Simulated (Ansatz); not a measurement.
Q: Each is relaxed and computed with r²SCAN in the plane-wave PAW code Ansatz. Which alone has a direct gap?
(A) ZnCu2SiTe4, I-42m (Zn on 2a, Si on 2b, Cu on 4d, Te on 8i)
(B) MnS, I-4m2 (Mn on 2a, S on 2c)
(C) ZnS, NiAs type
(D) ZnCu2SnS4, I-42m (Zn on 2a, Cu on 4d, Sn on 2b, S on 8i)

A: D, ZnCu2SnS4, I-42m (Zn on 2a, Cu on 4d, Sn on 2b, S on 8i). ZnCu2SnS4: gap 0.33 eV (direct); ZnCu2SiTe4: gap 0.50 eV (indirect); ZnS: gap 0.82 eV (indirect); MnS: gap 2.14 eV (indirect). Spin orders computed, not proven ground states: MnS, I-4m2 (Mn on 2a, S on 2c) antiferromagnetic. Typed or built starts, not in the databases checked: ZnS, NiAs type. Not the usual ambient phase: ZnCu2SnS4, I-42m (Zn on 2a, Cu on 4d, Sn on 2b, S on 8i); ZnS, NiAs type. Standing as an ambient phase not checked: ZnCu2SiTe4, I-42m (Zn on 2a, Si on 2b, Cu on 4d, Te on 8i); MnS, I-4m2 (Mn on 2a, S on 2c). All cells were relaxed under the symmetry of their starts (and spin orders); stability against distortions was not tested throughout. Rows with no word on spin ran without spin polarisation. Spin–orbit coupling is left out wherever it is not named.

Potentials: the later of the program's two PAW sets.
